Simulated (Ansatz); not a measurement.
Values for one crystal, relaxed and computed with r²SCAN in the plane-wave PAW code Ansatz; other levels are named.

```yaml
volume_per_atom: 15.94 Å³
electronic_character: metallic (no gap)
Pressure derivative B′: 4.4
Elastic constants (relaxed ions, GPa): C11 = 146, C12 = 67.7, C13 = 62.4, C33 = 151, C44 = 37.9
debye_temperature_from_the_elastic_constants: 497 K
mechanical_stability: stable (all eigenvalues of C positive)
Young's modulus: 104 GPa
```

Task: Pick the material that matches.
(A) Cs, fcc (Cu type)
(B) Zr, P6/mmm (Zr on 1a, Zr on 2d)
(C) Bi, Pm-3m (Bi on 1b)
(D) Al, P6_3/mmc (Al on 4f, Al on 2b, Al on 4f, Al on 2a)

Result: D, Al, P6_3/mmc (Al on 4f, Al on 2b, Al on 4f, Al on 2a)

The start of the workflow was typed in or built on a structure type; the Crystallography Open Database copy checked does not list it. It is not the phase usual at ambient conditions (space group No. 225). The r²SCAN relaxation kept the symmetry of its start; its stability against distortions is not shown here. As this level gives no gap, shear constants depend on the k-mesh and smearing (Fermi–Dirac, 0.1 eV here).

Potentials: the later of the program's two PAW sets.
